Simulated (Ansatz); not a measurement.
CaO:
```
CaO
1.0
    0.00000     2.41545     2.41545
    2.41545     0.00000     2.41545
    2.41545     2.41545     0.00000
Ca O
1 1
Cartesian
  0.00000   0.00000   0.00000
  2.41545   2.41545   2.41545
```

x, y and z are the axes in which the lattice vectors are written.

Task: Give the high-frequency dielectric tensor and the Born effective charge tensors of the independent atoms from DFPT, PBE (plane waves, PAW; program Ansatz).

Result: 
ε∞:
```
3.79  0.00  0.00
0.00  3.79  0.00
0.00  0.00  3.79
```
Z* of atom 1 (Ca), rows: field, columns: displacement, in e:
```
2.35  0.00  0.00
0.00  2.35  0.00
0.00  0.00  2.35
```
Z* of atom 2 (O), rows: field, columns: displacement, in e:
```
-2.35   0.00   0.00
 0.00  -2.35   0.00
 0.00   0.00  -2.35
```

Static charges for comparison (Bader): Ca1 +1.48, O2 -1.48 e. Born charges measure polarisation by displacement and can exceed these by far.

Space group Fm-3m (rock salt). The PBE relaxation kept the symmetry of its start; phonons on a q-mesh show no instability.

Potentials: the later of the program's two PAW sets.
